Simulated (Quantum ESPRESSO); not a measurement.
**Band energies of NaCuO2**

```
NaCuO2
1.0
    3.24238    -1.36780     0.01262
    3.24238     1.36780     0.01262
   -3.11115     0.00000     5.19587
O Na Cu
2 1 1
Cartesian
  3.01583   0.00000   1.20282
  0.35777   0.00000   4.01829
 -1.55558   0.00000   2.59794
  0.00000   0.00000   0.00000
```

norm-conserving PBEsol (Quantum ESPRESSO, 92 Ry, scalar-relativistic); path XΓY,LΓZ,NΓM,RΓ; energies in eV from the valence-band maximum.

```
k (1/Å)  point  band 16  band 17  band 18  band 19  band 20  band 21  band 22  band 23
-------  -----  -------  -------  -------  -------  -------  -------  -------  -------
0.00         X    -2.18    -1.76    -1.28    -1.14    -0.37     1.80     6.41     8.18
0.54              -2.24    -1.69    -1.52    -1.14    -0.24     1.81     4.94     8.60
0.97         Γ    -1.99    -1.89    -1.64    -1.14    -0.07     1.82     3.85     8.01
1.21              -2.08    -1.93    -1.68    -1.40    -0.04     1.85     4.24     7.38
1.57         Y    -2.28    -1.98    -1.73    -1.62     0.00     1.92     5.26     6.22
1.57         L    -2.18    -2.00    -1.82    -1.12    -0.34     1.87     6.39     8.93
1.80              -2.19    -1.94    -1.80    -1.15    -0.34     1.86     6.35     8.38
2.47              -2.15    -1.74    -1.66    -1.21    -0.12     1.82     4.19     8.10
2.70         Γ    -1.99    -1.89    -1.64    -1.14    -0.07     1.82     3.85     8.01
3.13              -2.19    -1.57    -1.34    -1.09    -0.29     1.25     4.96     8.72
3.77              -2.58    -2.21    -1.63    -1.16    -0.14     1.19     6.63     9.26
3.98         Z    -2.45    -2.44    -1.58    -1.30    -0.05     1.23     6.63     9.20
3.98         N    -2.45    -2.44    -1.55    -1.33    -0.05     1.18     6.83     9.36
4.30              -2.71    -2.07    -1.64    -1.05    -0.24     1.08     6.80     9.07
4.94              -2.21    -1.58    -1.39    -1.15    -0.19     1.42     4.55     8.35
5.26         Γ    -1.99    -1.89    -1.64    -1.14    -0.07     1.82     3.85     8.01
5.56              -2.20    -1.57    -1.43    -1.15    -0.17     1.47     4.46     8.32
6.15              -2.76    -2.00    -1.65    -0.94    -0.32     1.04     6.70     8.94
6.55         M    -2.45    -2.44    -1.55    -1.33    -0.05     1.18     6.83     9.36
6.55         R    -2.45    -2.44    -1.58    -1.30    -0.05     1.23     6.63     9.20
6.65              -2.48    -2.38    -1.59    -1.27    -0.07     1.22     6.63     9.21
7.24              -2.10    -1.76    -1.53    -0.78    -0.48     1.08     5.64     9.07
7.83         Γ    -1.99    -1.89    -1.64    -1.14    -0.07     1.82     3.85     8.01
```

The PBEsol gap is 0.46 eV; at least one edge lies off the plotted path, at a point of the SCF mesh. The smallest direct gap is 0.84 eV.

The 3d shell has no Hubbard U; the runs are without spin polarisation, and magnetic order was not tried.

Geometry relaxed with PBEsol.
